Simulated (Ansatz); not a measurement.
A geometry of CsPbCl$_{3}$ away from equilibrium: the start of the relaxation of a randomly generated symmetric cell of CsPbCl3 (space group No. 39). All values below come from PBE (plane waves to 420 eV, PAW, scalar-relativistic; Ansatz, a first-principles code). Γ-centred k-mesh 3×4×4 on the run's cell (coarser than for final values), Fermi–Dirac smearing 0.05 eV.

```xyz
10
Lattice="9.4442 0.0000 0.0000 0.0000 4.0429 5.0486 0.0000 -4.0429 5.0486" Properties=species:S:1:pos:R:3 pbc="T T T"
Cl     8.8611     2.0215     7.3299
Cl     0.5831    -2.0215     7.3299
Cl     1.2089    -2.0215     4.8301
Cl     8.2353     2.0215     4.8301
Cl     3.8582    -2.0215     5.4200
Cl     5.5860     2.0215     5.4200
Cs     2.1234     2.0215     5.1836
Cs     7.3208    -2.0215     5.1836
Pb     4.7221     0.0000     0.1946
Pb     4.7221     0.0000     5.2433
```

Predict the force on each atom, in eV/Å.


| atom | Fx | Fy | Fz |
|---|---|---|---|
| Cl1 | 0.23 | 0.00 | 0.75 |
| Cl2 | -0.23 | 0.00 | 0.75 |
| Cl3 | -1.07 | 0.00 | -1.11 |
| Cl4 | 1.07 | 0.00 | -1.11 |
| Cl5 | -4.72 | 0.00 | 2.04 |
| Cl6 | 4.72 | 0.00 | 2.04 |
| Cs7 | -2.25 | 0.00 | 0.00 |
| Cs8 | 2.25 | 0.00 | 0.00 |
| Pb9 | 0.00 | 0.00 | -1.68 |
| Pb10 | 0.00 | 0.00 | -1.68 |

What is the pressure?

+12.2 GPa, compression positive.

How much energy per atom can still be gained by relaxing?

1.71 eV/atom; the path ends in Aem2 (No. 39).

No spin polarisation in the result.

The run could not lose the symmetry of its start, so the end can be a saddle point.

The end of the path is a generated cell of CsPbCl3: the first start was made by a random draw of sites in a space group, and the end was not matched to a known phase here, so it may be hypothetical. Known forms of CsPbCl3 include space group No. 221.
